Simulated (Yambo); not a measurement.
G0W0@PBEsol for Rb2LiScCl6 (space group Fm-3m, No. 225) in Yambo. Reference settings: 2×2×2 Γ-centred k mesh, bands 3 to 377 and a 7 Ry block in the screening, 377 bands in G with the Bruneval-Gonze terminator, plasmon pole fitted at 27.2 eV. The PBEsol gap Γ → Γ on this mesh is 3.72 eV; G0W0 gaps are taken between the same points.

The settings were changed. The gap went from 7.24 eV to 7.40 eV, and the shift of the valence edge from -1.68 eV to -1.43 eV.

### Question
What was changed between the two runs?
A. 139 bands in G, no terminator
B. 240 bands in G, no terminator
C. pole fitted at 40 eV
D. 240 bands in W, 240 bands in G

### Answer
B, 240 bands in G, no terminator. The others gave (gap, valence shift): pole fitted at 40 eV: 7.27, -1.72 eV; 139 bands in G, no terminator: 7.39, -1.16 eV; 240 bands in W, 240 bands in G: 7.23, -1.60 eV.

Geometry of the Materials Project entry, not relaxed at this level; primitive cell a = b = c = 7.235 Å, α = β = γ = 60.00°.

The structure is a Materials Project entry; no match was found in the copy of COD used, and its stability was not checked.

A shift is the quasiparticle energy of the state minus its PBEsol energy.
